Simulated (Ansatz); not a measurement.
CoO (rock salt)

```xyz
2
Lattice="0.0000 2.1239 2.1239 2.1239 0.0000 2.1239 2.1239 2.1239 0.0000" Properties=species:S:1:pos:R:3 pbc="T T T"
O      0.0000     0.0000     0.0000
Co     2.1239     2.1239     2.1239
```

E(V) scan at fixed shape, V₀ the volume above. Symmetry pins the atoms to their sites.

These are PBE (plane waves to 420 eV, PAW, scalar-relativistic; Ansatz, a program for electronic structure) values and carry that method's errors. k mesh 19×19×19 (Γ-centred), Fermi-Dirac smearing 0.05 eV. E stands for the smeared free energy. Stress and pressure are positive under compression. CoO is run spin-polarised and with no Hubbard U; the real compound is an antiferromagnetic insulator, a state that this run doesn't describe. CoO was relaxed with its symmetry unable to fall. Relaxed CoO ends ferromagnetic. The magnetic order is the one the run started from; other orders were not tried. ΔE is measured from the relaxed starting cell.

The scan covers V/V₀ from 0.900 to 1.100 in 11 points.

Task: What is ΔE at V/V₀ = 0.900?

Result: 55 meV/atom.

Task: What pressure does the cell carry at V/V₀ = 0.900?

Result: 19.4 GPa.

Task: What is ΔE at V/V₀ = 1.100?

Result: 45 meV/atom.

(A scan under strain: stresses follow from slopes of the energy per volume, elastic moduli from its curvatures.)
